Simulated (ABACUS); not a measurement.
Worked example: self-consistent single point of a model cell of Na (P6_3/mmc, 4 atoms in the cell; prototype structure) in ABACUS.

All values come from this method and carry its errors: PBEsol, PseudoDojo 0.4 standard norm-conserving PBEsol (tails mended) pseudopotentials (plane waves; ABACUS 3.10.1).

```yaml
crystal:
  lattice:
    - [3.78734, 0.00000, 0.00000]
    - [-1.89367, 3.27993, 0.00000]
    - [0.00000, 0.00000, 12.18577]
  atoms:
    - { symbol: Na, position: [0.00000, 0.00000, 0.00000] }
    - { symbol: Na, position: [0.00000, 0.00000, 0.50000] }
    - { symbol: Na, position: [0.33333, 0.66667, 0.25000] }
    - { symbol: Na, position: [0.66667, 0.33333, 0.75000] }
```

Reference input (self-consistent single point, DFT, PBEsol, plane waves, PseudoDojo 0.4 standard norm-conserving PBEsol (tails mended) pseudopotentials): KPT = Gamma 7 7 2 0.5 0.5 0.5; basis_type = pw; ecutwfc = 88 Ry; smearing_method = gaussian; smearing_sigma = 0.0199916 Ry; potentials = PseudoDojo 0.4 standard norm-conserving PBEsol (tails mended); symmetry = 1; symmetry_prec = 1e-05; ks_solver = dav; scf_nmax = 100; scf_thr = 1.0e-09 Ry; mixing_type = broyden. This run's input differs from it in these lines:

```diff
@@ -44,3 +44,3 @@
 Gamma
-7 7 2 0.5 0.5 0.5
+6 6 2 0 0 0
```

The program printed (abridged):

```
 SELF-CONSISTENT
 -------------------------------------------
                                 init_chg = atomic

 PW ALGORITHM --------------- ION=   1  ELEC=   1--------------------------------

 Notice: Threshold on eigenvalues was too large.

 Density error is 0.0023709362533
                          Error Threshold = 6.5516244166e-06
 E_KohnSham     -365.0602228160      -4966.8991434474
 E_Fermi        0.1163563746         1.5831096930

 PW ALGORITHM --------------- ION=   1  ELEC=   2--------------------------------

 Density error is 0.00095367585288
                          Error Threshold = 6.58593403694e-06
   [... lines left out ...]

 Density error is 2.18396078239e-08
                          Error Threshold = 2.27668707072e-10
 E_KohnSham     -365.0601372972      -4966.8979799041
 E_Fermi        0.1136884669         1.5468109471

 PW ALGORITHM --------------- ION=   1  ELEC=  11--------------------------------

 Density error is 2.45736912213e-10
                          Error Threshold = 6.06655772886e-11
 E_KohnSham     -365.0601373006      -4966.8979799507
 E_KS(sigma->0) -365.0583969821      -4966.8743017029
 E_entropy(-TS) -0.0034806370        -0.0473564956
 E_Fermi        0.1136881694         1.5468068985
 charge density convergence is achieved
 final etot is -4966.89798 eV
 EFERMI = 1.5468068985 eV

 STATE ENERGY(eV) AND OCCUPATIONS    NSPIN == 1
   [... 25 lines left out ...]

 TOTAL-FORCE (eV/Angstrom)
                       Na1         0.0000000000         0.0000000000         0.0000000000
                       Na2         0.0000000000         0.0000000000         0.0000000000
                       Na3         0.0000000000         0.0000000000         0.0000000000
                       Na4         0.0000000000         0.0000000000         0.0000000000

 TOTAL-STRESS (KBAR)
        -2.0046560829         0.0000003056        -0.0000000000
         0.0000003056        -2.0046564773         0.0000000000
         0.0000000000        -0.0000000000        -4.3822196315
 TOTAL-PRESSURE: -2.797177 KBAR

 --------------------------------------------
 !FINAL_ETOT_IS -4966.8979799507142161 eV
 --------------------------------------------
```

The run converged in 11 iterations. Against the reference run the free energy goes down by 3.6 meV/atom and the pressure moves little (-0.25 to -0.28 GPa).

The cell was set up from a structure prototype or typed lattice constants and was not relaxed beforehand at this level. This run is one point of a test of settings, so its values need not be converged; read them against the reference run alone. No clean gap shows at this smearing width and mesh (spacing up to 0.32 Å⁻¹); the mesh is coarse for partly filled bands, so the values carry mesh errors.

Cost on one core: about 4 core-minutes (a rough figure).

“Tails mended”: in these copies of the files the far tail of each local potential was reset to the Coulomb form.
